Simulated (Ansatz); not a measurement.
Method: DFT PBE, scalar-relativistic, plane waves, PAW in Ansatz 0.2.0. All cells share a 420 eV cutoff and Γ-centred k meshes spaced at most about 0.3 Å⁻¹ (about 0.25 or finer for metals, 2π included). No spin polarisation in the final relaxations.

All energies are static (0 K, no zero-point motion).

Two forms of Ga3PN2 were relaxed alike.

A.

Space group R-3m:H (No. 166). a = 5.733 Å, b = 5.733 Å, c = 11.861 Å, α = 90.00°, β = 90.00°, γ = 120.00°
```
atom  site  symmetry       x       y       z
  Ga    9d      .2/m  0.8333  0.1667  0.1667
   P    3a       -3m  0.0000  0.0000  0.0000
   N    6c        3m  0.3333  0.6667  0.4108
```

B.

Space group P-3m1 (No. 164). a = 3.164 Å, b = 3.164 Å, c = 8.383 Å, α = 90.00°, β = 90.00°, γ = 120.00°
```
atom  site  symmetry       x       y       z
  Ga    1b      -3m.  0.0000  0.0000  0.5000
  Ga    2d       3m.  0.6667  0.3333  0.7905
   P    1a      -3m.  0.0000  0.0000  0.0000
   N    2d       3m.  0.6667  0.3333  0.3514
```

**Question.** Which form is favoured at zero pressure, and by what margin per atom?

**Answer.** B is lower, by 0.40 eV/atom. A has space group R-3m (No. 166), 18.8 Å³/atom and no gap on its mesh; B has P and N ordered on rock salt sites, space group P-3m1 (No. 164), 12.1 Å³/atom and no gap. Counting N or P atoms around Ga (for each partner element, those within 1.25 times its shortest distance or 1.15 times the sum of covalent radii, where it is the nearest in units of that sum or under 1.3), A has Ga 4 and B has Ga 6. The denser one is the lower, and pressure would at first widen the difference. Even the lower one lies +0.18 eV/atom against the reference forms of the elements (uncorrected), so neither is stable at this level. Both come from invented guesses.

The zero gap of R-3m may come from the functional, which often closes small gaps. A magnetic state wasn't ruled out in cells without spin, among them R-3m. Cells relaxed within their symmetry can be saddle points.
